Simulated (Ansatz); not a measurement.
Input, command and steps of an Ansatz relaxation.

```yaml
crystal:
  lattice:
    - [2.0885073214, 1.2058002642, 9.6017612184]
    - [-2.0885073214, 1.2058002642, 9.6017612184]
    - [0.0, -2.4116005284, 9.6017612184]
  atoms:
    - { symbol: Bi, position: [0.4055653565, 0.4055653565, 0.4055653565] }
    - { symbol: Bi, position: [0.5944346435, 0.5944346435, 0.5944346435] }
    - { symbol: Te, position: [0.0, 0.0, 0.0] }
    - { symbol: Se, position: [0.2090450951, 0.2090450951, 0.2090450951] }
    - { symbol: Se, position: [0.7909549049, 0.7909549049, 0.7909549049] }
basis:
  ecutwfc: 420
kpoints:
  mp_grid: { grid: [12, 12, 12] }
hamiltonian:
  xc: pbesol
scf:
  occupations: { method: gaussian, width: 0.02 }
output:
  forces: true
  stress: true
  eigenvalues: true
relax:
  adjacent_minimum: "off"
  f_tol: 0.01
  max_steps: 30
  cell: { stress_tol: 0.1, fix: [volume] }
```

```bash
ansatz run input.yaml --threads 1 --pin off --max-ram 2560MiB --backend cpu --events-out ev --progress --plain --runs-dir out
```

These are results of Ansatz, DFT PBEsol, scalar-relativistic, plane waves, PAW, not measurements.

The volume is held at 0.97 times that of the relaxed cell.

Of 4 frames 3 are shown, positions in Å and forces in eV/Å; the SCF threshold varies from step to step. Steps run on the plane waves of an earlier cell, with a Pulay correction in the pressure. The basis is chosen afresh for the last frame, the zero of the energies, and at times for earlier ones too; energy and pressure step there, also at an unchanged geometry.

```xyz
5
Lattice="2.0885 1.2058 9.6018 -2.0885 1.2058 9.6018 0.0000 -2.4116 9.6018" Properties=species:S:1:pos:R:3:forces:R:3 pbc="T T T" step=1 free_energy_over_end_meV_per_atom=2.38 pressure_GPa=1.94
Bi    0.0000    0.0000   11.6824    0.0000    0.0000   -0.0691
Bi    0.0000    0.0000   17.1229    0.0000    0.0000    0.0691
Te    0.0000    0.0000    0.0000    0.0000    0.0000    0.0000
Se    0.0000    0.0000    6.0216    0.0000    0.0000   -0.2203
Se    0.0000    0.0000   22.7837    0.0000    0.0000    0.2203
5
Lattice="2.0886 1.2059 9.6009 -2.0886 1.2059 9.6009 0.0000 -2.4117 9.6009" Properties=species:S:1:pos:R:3:forces:R:3 pbc="T T T" step=2 free_energy_over_end_meV_per_atom=0.93 pressure_GPa=0.83
Bi    0.0000    0.0000   11.7081    0.0000    0.0000    0.0805
Bi    0.0000    0.0000   17.0945    0.0000    0.0000   -0.0805
Te    0.0000    0.0000    0.0000    0.0000    0.0000    0.0000
Se    0.0000    0.0000    5.9400    0.0000    0.0000    0.1361
Se    0.0000    0.0000   22.8626    0.0000    0.0000   -0.1361
5
Lattice="2.0946 1.2093 9.5463 -2.0946 1.2093 9.5463 0.0000 -2.4186 9.5463" Properties=species:S:1:pos:R:3:forces:R:3 pbc="T T T" step=4 free_energy_over_end_meV_per_atom=0.00 pressure_GPa=1.14
Bi    0.0000    0.0000   11.6412    0.0000    0.0000   -0.0056
Bi    0.0000    0.0000   16.9976    0.0000    0.0000    0.0056
Te    0.0000    0.0000    0.0000    0.0000    0.0000    0.0000
Se    0.0000    0.0000    5.9269    0.0000    0.0000   -0.0016
Se    0.0000    0.0000   22.7120    0.0000    0.0000    0.0016
```

It took 5.3 min on 1 thread of Arm Neoverse V1, on a shared host, peak memory 1.1 GiB.

Spin–orbit coupling is left out, which can shift energies with elements as heavy as these.